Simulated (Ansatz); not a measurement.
The relaxed structure here is a generated cell of Sb: the first start was made by placing the elements on the sites of a structure type, and the end was not matched to a known phase here, so it may be hypothetical. Known forms of Sb include space group No. 166.

One stationary structure of Sb. Space group Pm-3m (No. 221), simple cubic type. Calculation: r2SCAN (plane waves to 500 eV, PAW, scalar-relativistic; Ansatz, a program for electronic structure).

```xyz
1
Lattice="3.0844 0.0000 0.0000 0.0000 3.0844 0.0000 0.0000 0.0000 3.0844" Properties=species:S:1:pos:R:3 pbc="T T T"
Sb     0.0000     0.0000     0.0000
```

| Item | Value |
|---|---|
| Volume per atom | 29.34 Å³ |
| Band gap | no gap (metallic) |
| Shortest distances | Sb–Sb 3.08 Å |
| k-mesh | 15×15×15 |

Band energies at high-symmetry points (eV from the Fermi level; labels of this space group; no spin-orbit coupling), from −5 eV up to 4.9 eV:

| point | energies |
|---|---|
| Γ | 3.47 3.47 3.47 |
| X | – |
| M | -3.87 -3.87 2.42 |
| R | -4.35 -1.85 -1.85 -1.85 |

No spin polarisation in the result. The relaxed primitive cell holds an odd number of electrons. A magnetic state may lie lower.

The run could not lose the symmetry of its start: the end is stationary, and may be a saddle point rather than a minimum.
